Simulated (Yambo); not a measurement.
TlIO3 (space group R3m, No. 160), G0W0@PBEsol in Yambo with this input:

```
rim_cut
gw0
dyson
el_el_corr
HF_and_locXC
ppa
em1d
RandQpts= 1000000
RandGvec= 1 Ry
EXXRLvcs= 84 Ry
VXCRLvcs= 336 Ry
Chimod= "HARTREE"
% BndsRnXp
 1 | 134 |
%
NGsBlkXp= 7 Ry
% LongDrXp
 1.0 | 1.0 | 1.0 |
%
PPAPntXp= 27.2114 eV
% GbndRnge
 1 | 134 |
%
GTermKind= "BG"
DysSolver= "n"
ExtendOut
```

On a 4×4×4 mesh, with wavefunctions cut at 84 Ry, the gap (Z → Z) is 4.564 eV and the valence edge shifts by -0.741 eV.

Q: What happens with this change: pole fitted at 10 eV?

A: The gap falls by 0.069 eV, to 4.495 eV; the shift of the valence edge becomes -0.614 eV. Neither run is shown to be the converged limit.

The standard potential for Tl keeps a d shell in the valence without the s and p states of that shell. In tests on such compounds this moved G0W0 gaps by up to about 0.9 eV, so absolute quasiparticle energies here are unreliable; differences between settings are what counts.

Spin-orbit coupling is not included.

Geometry relaxed with PBE+D3(BJ); primitive cell a = 4.6674 Å, b = 4.6674 Å, c = 4.6674 Å, α = 88.79°, β = 88.79°, γ = 88.79°.

The structure is a Materials Project entry; no match was found in the copy of COD used, and its stability was not checked.

A shift is the quasiparticle energy of the state minus its PBEsol energy.
